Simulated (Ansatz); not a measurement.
Rough cost of magnetic runs on GdMg₃ (Fm-3m) in Ansatz 0.2.0, 2 threads of Arm Neoverse V2, on a shared host.

```
CELL_PARAMETERS angstrom
0.00000 3.65500 3.65500
3.65500 0.00000 3.65500
3.65500 3.65500 0.00000
ATOMIC_POSITIONS crystal
Gd 0.00000 0.00000 0.00000
Mg 0.50000 0.50000 0.50000
Mg 0.25000 0.25000 0.25000
Mg 0.75000 0.75000 0.75000
```

| run | functional, mesh | k points solved | bands | iterations | wall time (s) | peak memory (GiB) |
| --- | --- | --- | --- | --- | --- | --- |
| PAW: cone of 60 degrees at 0 of the way from Γ to L | LDA, 6×6×6 | 216 | 58 | 17 | 380 | 1.9 |
| PAW: spiral at 0.333 of the way from Γ to L | LDA, 6×6×6 | 28 | 58 | 21 | 58 | 0.65 |
| PAW: free moments from the typed start | LDA, 6×6×6 | 16 | 33 | 10 | 3.9 | 0.41 |
| LAPW: spiral at 0.333 of the way from Γ to L | LDA, 6×6×6 | 28 | 72 | 16 | 120 | 0.76 |
| LAPW: spiral at 0.667 of the way from Γ to L | LDA, 6×6×6 | 32 | 72 | 15 | 130 | 0.8 |
| PAW: exchange couplings and spin waves by the force theorem | LDA, 6×6×6 | 16 | 33 | 10 | 40 | 1.2 |
| PAW: cone of 60 degrees at 1 of the way from Γ to L | LDA, 6×6×6 | 216 | 58 | 17 | 430 | 2 |
| PAW: spiral at q = 0 | LDA, 6×6×6 | 16 | 58 | 22 | 33 | 0.56 |
| PAW: spiral at 1 of the way from Γ to L | LDA, 6×6×6 | 28 | 58 | 21 | 62 | 0.66 |

Runs with the default search for lower states can spend part of their time in further cycles.
